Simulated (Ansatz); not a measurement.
# Trigonal deformation path in Pt

Method: DFT PBEsol, scalar-relativistic, plane waves, PAW (Ansatz). Cutoff 420 eV, Γ-centred 24×24×24 k-points, Gaussian smearing of 0.15 eV. Spin–orbit coupling is left out, which can shift energies with elements as heavy as these. No spin polarisation. Energies are free energies at this smearing, counted from the undisturbed cell; pressure is positive in compression.

Zero of the scan (as given, not relaxed at this level; it stands at -10.9 GPa; this bcc form isn't the usual structure):

```
Pt
1.0
    -1.58422    1.58422    1.58422
     1.58422   -1.58422    1.58422
     1.58422    1.58422   -1.58422
Pt
1
Direct
  0.00000 0.00000 0.00000
```

At fixed volume and fractional coordinates, lengths along (0.577, 0.577, 0.577) are scaled against those across it; ρ is that ratio over its starting value. The cell is metallic on the mesh throughout. At ρ = 2.000 the cell becomes cubic (Pm-3m), and there the slope of the energy vanishes by symmetry. At -11 GPa the given cell is far from its own equilibrium, so these figures belong to a strongly strained crystal.

```csv
ρ,ΔE (meV/atom),pressure (GPa)
0.500,13399.2,357.2
0.600,?,?
0.710,1708.0,48.0
0.850,?,?
0.930,56.8,-8.8
1.000,0.0,-10.9
1.080,44.1,-9.0
1.200,183.4,-2.2
1.410,394.6,10.6
1.700,?,?
2.000,494.7,23.2
```

Problem. Give the withheld values.

Solution. ΔE (meV/atom) at ρ = 0.600: 5069.4; pressure (GPa) at ρ = 0.600: 145.7; ΔE (meV/atom) at ρ = 0.850: 324.0; pressure (GPa) at ρ = 0.850: 0.8; ΔE (meV/atom) at ρ = 1.700: 487.5; pressure (GPa) at ρ = 1.700: 20.5.